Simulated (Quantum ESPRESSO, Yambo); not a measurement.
## Quasiparticle gap of BeO

```cif
data_Be2O2
_chemical_formula_sum 'Be2 O2'
_space_group_name_H-M_alt 'P 1'
_space_group_IT_number 1
_cell_length_a 2.66147
_cell_length_b 2.66147
_cell_length_c 4.32409
_cell_angle_alpha 90.000
_cell_angle_beta 90.000
_cell_angle_gamma 120.000
loop_
_space_group_symop_operation_xyz
  'x, y, z'
loop_
_atom_site_label
_atom_site_type_symbol
_atom_site_fract_x
_atom_site_fract_y
_atom_site_fract_z
_atom_site_occupancy
Be1 Be 0.33333 0.66667 0.00000 1
Be2 Be 0.66667 0.33333 0.50000 1
O1 O 0.33333 0.66667 0.37750 1
O2 O 0.66667 0.33333 0.87750 1
```

Cell and atoms were relaxed with LDA from Materials Project entry mp-2542, within its symmetry.

Starting point: norm-conserving LDA (Quantum ESPRESSO, 88 Ry, scalar-relativistic). G0W0 in Yambo: 6×6×4 Γ-centred k mesh, bands 3 to 66 and a 10 Ry block in the screening, 66 bands in G with the Bruneval-Gonze terminator, plasmon pole fitted at 27.2 eV.

```yaml
LDA gap along the band path: 8.04 eV
LDA gap between the mesh's edge points (Γ → Γ): 8.04 eV
G0W0 gap between the same points: 10.99 eV
```

```csv
k point,band,E LDA (eV),E QP (eV),shift (eV),Z
Γ,VB,0.00,-1.58,-1.58,0.82
Γ,CB,8.04,9.41,1.37,0.86
A,VB,-0.56,-2.20,-1.64,0.82
A,CB,10.19,11.86,1.66,0.85
```

Energies count from the LDA valence-band maximum.

Nearest settings tried, and what they do to the gap: 52 bands in W, 52 bands in G: +3 meV; 8 Ry block (73 vectors against 111): -130 meV; 6×6×2 mesh: +2 meV. So the settings aren't converged at that level.
